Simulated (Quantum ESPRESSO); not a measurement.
## Ga2AlInP4 (input and log of a self-consistent run)

Computed values, not a measurement. The program is pw.x of Quantum ESPRESSO 7.5 (plane-wave density functional theory). The cell is made up: 8 atoms on a zincblende/diamond lattice, with randomly drawn elements, strain and displacements, not relaxed. PseudoDojo standard norm-conserving files (v0.5 for PBE, v0.4.1 for LDA and PBEsol) set the functional; there is no spin polarisation, spin-orbit coupling or dispersion term, and the masses in the input are unused placeholders.

Input:

```
&control calculation='scf', pseudo_dir='./dojo.nc.sr.pbe.v0_5.standard.upf', outdir='./o', disk_io='medium', tprnfor=.true., tstress=.true. /
&system ibrav=0, nat=8, ntyp=4, nbnd=37, ecutwfc=79.96652505, nosym=.true., tot_charge=0,
 occupations='smearing', smearing='fd', degauss=0.0018374661
/
&electrons conv_thr=7.350e-09, electron_maxstep=60, /
ATOMIC_SPECIES
Al 1.0 Al.upf
Ga 1.0 Ga.upf
In 1.0 In.upf
P 1.0 P.upf
CELL_PARAMETERS angstrom
5.7985 -0.0044 -0.0214
-0.0044 5.7732 0.0248
-0.0213 0.0247 5.7114
ATOMIC_POSITIONS angstrom
Ga 0.0057 0.0177 -0.0554
Al 0.006 2.9166 2.8638
Ga 2.9578 0.0966 2.8533
In 2.8659 2.8184 0.0089
P 1.4497 1.4413 1.4116
P 1.4175 4.2961 4.2601
P 4.3141 1.4228 4.2356
P 4.2701 4.3251 1.4705
K_POINTS automatic
4 4 4 1 1 1
```

The log is shortened where brackets say so; the opening notice, blank lines, dates and the lines on written files are dropped, and the path of the files is cut. It prints rydbergs, bohrs and kilobars, and counts compression as positive stress.

```
     Program PWSCF v.7.5
     Parallel version (MPI & OpenMP), running on       1 processor cores
     Number of MPI processes:                 1
     Threads/MPI process:                     1
     [start-up lines left out]
     bravais-lattice index     =            0
     lattice parameter (alat)  =      10.9577  a.u.
     unit-cell volume          =    1290.2004 (a.u.)^3
     number of atoms/cell      =            8
     number of atomic types    =            4
     number of electrons       =        62.00
     number of Kohn-Sham states=           37
     kinetic-energy cutoff     =      79.9665  Ry
     charge density cutoff     =     319.8661  Ry
     scf convergence threshold =      7.3E-09
     mixing beta               =       0.7000
     number of iterations used =            8  plain     mixing
     Exchange-correlation= PBE
                           (   1   4   3   4   0   0   0)
     [axes and pseudopotential details left out]
   Cartesian axes
     site n.     atom                  positions (alat units)
         1        Ga     tau(   1) = (   0.0009830   0.0030525  -0.0095541  )
         2        Al     tau(   2) = (   0.0010347   0.5029886   0.4938828  )
         3        Ga     tau(   3) = (   0.5100938   0.0166594   0.4920720  )
         4        In     tau(   4) = (   0.4942450   0.4860533   0.0015349  )
         5        P      tau(   5) = (   0.2500112   0.2485625   0.2434405  )
         6        P      tau(   6) = (   0.2444580   0.7408932   0.7346848  )
         7        P      tau(   7) = (   0.7439975   0.2453721   0.7304596  )
         8        P      tau(   8) = (   0.7364094   0.7458945   0.2535983  )
     number of k points=    32  Fermi-Dirac smearing, width (Ry)=  0.0018
                       cart. coord. in units 2pi/alat
        k(    1) = (   0.1255639   0.1250995   0.1268344), wk =   0.0625000
        k(    2) = (   0.1264998   0.1240099   0.3806570), wk =   0.0625000
     [further k points left out]
     Dense  grid:   124631 G-vectors     FFT dimensions: (  64,  64,  64)
     Estimated max dynamical RAM per process >     165.52 MB
     Initial potential from superposition of free atoms
     starting charge      61.9877, renormalised to      62.0000
     Starting wfcs are   47 randomized atomic wfcs
     total cpu time spent up to now is       15.2 secs
     per-process dynamical memory:    97.0 Mb
     Self-consistent Calculation
     iteration #  1     ecut=    79.97 Ry     beta= 0.70
     Davidson diagonalization with overlap
     ethr =  1.00E-02,  avg # of iterations =  4.0
     Threshold (ethr) on eigenvalues was too large:
     Diagonalizing with lowered threshold
     Davidson diagonalization with overlap
     ethr =  5.37E-04,  avg # of iterations =  2.0
     total cpu time spent up to now is       79.8 secs
     total energy              =    -498.92160666 Ry
     estimated scf accuracy    <       0.33891755 Ry
     iteration #  2     ecut=    79.97 Ry     beta= 0.70
     Davidson diagonalization with overlap
     ethr =  5.47E-04,  avg # of iterations =  2.5
     total cpu time spent up to now is      107.6 secs
     total energy              =    -499.00602730 Ry
     estimated scf accuracy    <       0.09597614 Ry
     iteration #  3     ecut=    79.97 Ry     beta= 0.70
     Davidson diagonalization with overlap
     ethr =  1.55E-04,  avg # of iterations =  2.8
     total cpu time spent up to now is      136.0 secs
     total energy              =    -499.02301927 Ry
     estimated scf accuracy    <       0.00483108 Ry
     iteration #  4     ecut=    79.97 Ry     beta= 0.70
     Davidson diagonalization with overlap
     c_bands:  1 eigenvalues not converged
     ethr =  7.79E-06,  avg # of iterations = 11.0
     total cpu time spent up to now is      176.5 secs
     total energy              =    -499.02411088 Ry
     estimated scf accuracy    <       0.00323149 Ry
     iteration #  5     ecut=    79.97 Ry     beta= 0.70
     Davidson diagonalization with overlap
     c_bands:  1 eigenvalues not converged
     ethr =  5.21E-06,  avg # of iterations =  3.0
     total cpu time spent up to now is      205.0 secs
     total energy              =    -499.02465302 Ry
     estimated scf accuracy    <       0.00016420 Ry
     iteration #  6     ecut=    79.97 Ry     beta= 0.70
     Davidson diagonalization with overlap
     ethr =  2.65E-07,  avg # of iterations =  4.2
     total cpu time spent up to now is      235.4 secs
     total energy              =    -499.02468802 Ry
     estimated scf accuracy    <       0.00001926 Ry
     iteration #  7     ecut=    79.97 Ry     beta= 0.70
     Davidson diagonalization with overlap
     ethr =  3.11E-08,  avg # of iterations =  3.2
     total cpu time spent up to now is      264.8 secs
     total energy              =    -499.02469243 Ry
     estimated scf accuracy    <       0.00000201 Ry
     iteration #  8     ecut=    79.97 Ry     beta= 0.70
     Davidson diagonalization with overlap
     ethr =  3.24E-09,  avg # of iterations =  3.7
     total cpu time spent up to now is      293.2 secs
     total energy              =    -499.02469316 Ry
     estimated scf accuracy    <       0.00000010 Ry
     iteration #  9     ecut=    79.97 Ry     beta= 0.70
     Davidson diagonalization with overlap
     ethr =  1.53E-10,  avg # of iterations =  4.5
     total cpu time spent up to now is      325.4 secs
     total energy              =    -499.02469319 Ry
     estimated scf accuracy    <       0.00000006 Ry
     iteration # 10     ecut=    79.97 Ry     beta= 0.70
     Davidson diagonalization with overlap
     ethr =  9.63E-11,  avg # of iterations =  2.0
     total cpu time spent up to now is      352.5 secs
     End of self-consistent calculation
     [lines on levels left out]
!    total energy              =    -499.02469320 Ry
     estimated scf accuracy    <          4.2E-09 Ry
     smearing contrib. (-TS)   =      -0.00000000 Ry
     internal energy E=F+TS    =    -499.02469320 Ry
     The total energy is F=E-TS. E is the sum of the following terms:
     one-electron contribution =    -245.95864386 Ry
     hartree contribution      =     163.23658238 Ry
     xc contribution           =    -142.17595052 Ry
     ewald contribution        =    -274.12668121 Ry
     convergence has been achieved in  10 iterations
     Forces acting on atoms (cartesian axes, Ry/au):
     atom    1 type  2   force =    -0.00353635   -0.02283853    0.01171673
     atom    2 type  1   force =    -0.01199735   -0.00426238   -0.01002334
     atom    3 type  2   force =    -0.02723826   -0.03452519   -0.01300987
     atom    4 type  3   force =     0.01739816    0.02220915   -0.01213978
     atom    5 type  4   force =    -0.04696885   -0.03405555    0.04265545
     atom    6 type  4   force =    -0.01695157    0.04374364   -0.01925837
     atom    7 type  4   force =     0.04423903    0.00467436   -0.01006901
     atom    8 type  4   force =     0.04505518    0.02505449    0.01012820
     Total force =     0.128756     Total SCF correction =     0.000146
     Computing stress (Cartesian axis) and pressure
          total   stress  (Ry/bohr**3)                   (kbar)     P=      -36.61
  -0.00028015   0.00004576   0.00003334          -41.21        6.73        4.90
   0.00004576  -0.00026257  -0.00002827            6.73      -38.62       -4.16
   0.00003334  -0.00002827  -0.00020380            4.90       -4.16      -29.98
     init_run     :     13.43s CPU     15.05s WALL (       1 calls)
     electrons    :    307.38s CPU    337.27s WALL (       1 calls)
     forces       :      4.43s CPU      4.52s WALL (       1 calls)
     stress       :     16.42s CPU     17.35s WALL (       1 calls)
     [timing details left out]
     PWSCF        :   5m41.99s CPU   6m15.53s WALL
     JOB DONE.
```

In other units: free energy -6789.577 eV for the cell, pressure -3.66 GPa, largest force component 1.208 eV/Å. A rerun of this cell at 1377 eV and a 6 x 6 x 6 mesh moved values by no more than 0.008 eV in energy, 0.02 GPa in stress and 0.002 eV/Å in force.